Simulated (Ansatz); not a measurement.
# Slab of fcc Ni (111), 5 layers

The slab is cut from the fcc crystal, the stable phase, as relaxed on PAW files (10.89 Å³/atom), with 16 Å of vacuum and a dipole correction:

```
CELL_PARAMETERS angstrom
2.48804 0.00000 0.00000
-1.24402 2.15470 0.00000
0.00000 0.00000 24.12590
ATOMIC_POSITIONS crystal
Ni 0.83333 0.16667 0.33159
Ni 0.16667 0.83333 0.41580
Ni 0.50000 0.50000 0.50000
Ni 0.83333 0.16667 0.58420
Ni 0.16667 0.83333 0.66841
```

All numbers are PBE results (scalar-relativistic) from Ansatz 0.2.0, with a Γ-centred 19×19×1 k mesh, Fermi–Dirac smearing of 0.05 eV, spin-polarised from start moments Ni1 1, Ni2 1, Ni3 1, Ni4 1, Ni5 1 μB. Methods: LAPW: all electrons, basis error target 1 meV/atom; PAW: frozen-core files, cutoff 420 eV.

The bulk energy comes from a cell in the slab's orientation on a 19×19×7 mesh. The surface energy is (E(slab) − N·E(bulk))/2A at zero smearing, the mean of both faces; thin slabs carry quantum-size effects.

Other magnetic orders may lie lower.

Question: As cut, the LAPW slab lies 1.302 eV above 5 atoms of bulk. What surface energy is that?

Answer: Over two faces of 5.36 Å² it is 121.5 meV/Å², and times 16.02 J/m² per eV/Å² that gives γ = 1.946 J/m².

Question: What do relaxation and the other method give, and what work function comes out?

Answer: 

```tsv
method	γ as cut (J/m²)	γ relaxed (J/m²)	Φ as cut (eV)	Φ relaxed (eV)
LAPW	1.946	1.940	5.07	5.06
PAW	1.946	1.940	5.07	5.07
```

Question: How do the spacings between the planes relax?

Answer: From the bottom face up: d12 -1.3 % of 2.031 Å, d23 -0.1 % of 2.031 Å, d34 -0.1 % of 2.031 Å, d45 -1.3 % of 2.031 Å.

Question: How do the moments vary through the slab?

Answer: Ni1 0.72, Ni2 0.72, Ni3 0.69, Ni4 0.72, Ni5 0.72 μB in the LAPW spheres; the bulk has Ni 0.67 μB.

Question: What changes if the images along the normal are cut off in place of the dipole correction?

Answer: LAPW then gives: no gap, work function 5.06 eV; PAW: no gap, work function 5.07 eV.
